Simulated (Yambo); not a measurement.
Absorption of K₂LiScF₆ (space group Fm-3m, No. 225) with and without the electron-hole interaction (Yambo, LDA bands; 4×4×4 mesh, 18 valence and 11 conduction bands, static screening with 89 bands and a 3 Ry block, scissor 5.33 eV, Tamm-Dancoff; field along x).

| E (eV) | Im ε, BSE | Im ε, independent quasiparticles |
|---|---|---|
| 7.90 | 0.04 | 0.01 |
| 8.00 | 0.04 | 0.01 |
| 8.10 | 0.04 | 0.01 |
| 8.20 | 0.05 | 0.01 |
| 8.30 | 0.05 | 0.01 |
| 8.40 | 0.06 | 0.01 |
| 8.50 | 0.06 | 0.01 |
| 8.60 | 0.07 | 0.01 |
| 8.70 | 0.08 | 0.02 |
| 8.80 | 0.10 | 0.02 |
| 8.90 | 0.12 | 0.02 |
| 9.00 | 0.16 | 0.02 |
| 9.10 | 0.22 | 0.02 |
| 9.20 | 0.35 | 0.02 |
| 9.30 | 0.53 | 0.02 |
| 9.40 | 0.51 | 0.02 |
| 9.50 | 0.48 | 0.02 |
| 9.60 | 0.63 | 0.02 |
| 9.70 | 1.00 | 0.02 |
| 9.80 | 1.10 | 0.03 |
| 9.90 | 0.80 | 0.03 |
| 10.00 | 0.71 | 0.03 |
| 10.10 | 0.81 | 0.03 |
| 10.20 | 0.69 | 0.03 |
| 10.30 | 0.49 | 0.03 |
| 10.40 | 0.40 | 0.04 |
| 10.50 | 0.39 | 0.04 |
| 10.60 | 0.43 | 0.04 |
| 10.70 | 0.51 | 0.05 |
| 10.80 | 0.67 | 0.05 |
| 10.90 | 0.97 | 0.05 |
| 11.00 | 1.56 | 0.06 |
| 11.10 | 2.67 | 0.07 |
| 11.20 | 4.08 | 0.07 |
| 11.30 | 4.04 | 0.08 |
| 11.40 | 3.47 | 0.09 |
| 11.50 | 3.06 | 0.11 |
| 11.60 | 2.66 | 0.12 |
| 11.70 | 2.94 | 0.15 |
| 11.80 | 3.40 | 0.18 |
| 11.90 | 3.15 | 0.23 |
| 12.00 | 2.97 | 0.30 |
| 12.10 | 2.95 | 0.42 |
| 12.20 | 2.60 | 0.64 |
| 12.30 | 2.88 | 1.01 |
| 12.40 | 3.40 | 1.56 |
| 12.50 | 2.96 | 2.04 |
| 12.60 | 1.93 | 2.23 |
| 12.70 | 1.32 | 2.45 |
| 12.80 | 1.13 | 2.56 |
| 12.90 | 1.13 | 2.13 |
| 13.00 | 1.31 | 1.66 |
| 13.10 | 1.25 | 1.50 |
| 13.20 | 1.21 | 1.45 |
| 13.30 | 1.15 | 1.44 |
| 13.40 | 1.05 | 1.24 |
| 13.50 | 1.20 | 1.10 |
| 13.60 | 1.22 | 1.05 |
| 13.70 | 1.24 | 0.88 |
| 13.80 | 1.20 | 0.75 |
| 13.90 | 1.05 | 0.68 |
| 14.00 | 1.16 | 0.70 |
| 14.10 | 1.14 | 0.87 |
| 14.20 | 1.09 | 1.15 |
| 14.30 | 0.97 | 1.52 |
| 14.40 | 0.77 | 1.97 |
| 14.50 | 0.65 | 2.27 |
| 14.60 | 0.52 | 2.49 |
| 14.70 | 0.49 | 2.45 |
| 14.80 | 0.48 | 2.47 |

The scissor comes from a G0W0 run whose convergence isn't established. Broadening 0.15 eV. The band window holds all transitions up to 17.0 eV. Fine structure above the onset can come from the mesh.

Geometry of the Materials Project entry, not relaxed at this level; primitive cell a = b = c = 5.8616 Å, α = β = γ = 60.00°.

The structure is a Materials Project entry; no match was found in the copy of COD used, and its stability was not checked.
